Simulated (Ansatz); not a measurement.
ZrSnTe:
```xyz
6
Lattice="4.0929 0.0000 0.0000 0.0000 4.0929 0.0000 0.0000 0.0000 8.7934" Properties=species:S:1:pos:R:3 pbc="T T T"
Zr     2.0464     0.0000     2.3173
Zr     0.0000     2.0464     6.4760
Sn     0.0000     0.0000     0.0000
Sn     2.0464     2.0464     0.0000
Te     2.0464     0.0000     5.4499
Te     0.0000     2.0464     3.3434
```

Relaxed with r²SCAN.

Map the electron localisation function on the plane through (0.500, 0.000, 0.264) spanned by u = [1, 0, 0] and v = [0, 0, 1] in lattice vectors, from r²SCAN (plane waves, PAW; program Ansatz).

x is the fraction of u, y of v (the angle between them is 90°; rows are the nearest grid lines); atoms in the plane: Zr at (0.00, 0.00), Sn at (0.50, 0.74), Te at (0.00, 0.36).
```
|028983101222101389820|
|899962123444321269998|
|999742246666642247999|
|111235776656677532111|
|112466443333344664211|
|223443320000023344322|
|123443310000013344321|
|112333320000023333211|
|001233333333333332100|
|000123555555555321000|
|000112456777654211000|
|444332234454432233444|
|666777643222346777666|
|234568875222578865432|
|002467875222578764200|
|000256774212477652000|
|113566652101256665311|
|777776420000024677777|
|999875210000012578999|
|666432100000001234666|
|221110111111111011122|
|999731011121110137999|
|899962011222110269998|
|028983101222101389820|
```
Scale: ten equal steps from -0.002 (start of '0') to 0.818 (end of '9'), in the order '0123456789'; x runs from 0.000 to 1.00, y from 0.000 (bottom) to 1.00 (top).

The density is the valence pseudo-density with augmentation charge, so density and ELF within about 1 Å of a nucleus are not all-electron values.

Space group P4/nmm. The workflow started from a Materials Project entry (that database holds measured and hypothetical structures alike); the Crystallography Open Database copy checked does not list it. Its standing as an ambient phase is unchecked. The r²SCAN relaxation kept the symmetry of its start; its stability against distortions is not shown here. No spin polarisation was allowed. Scalar-relativistic: spin–orbit coupling is off unless named, which matters more the heavier the elements.

Potentials: the later of the program's two PAW sets.
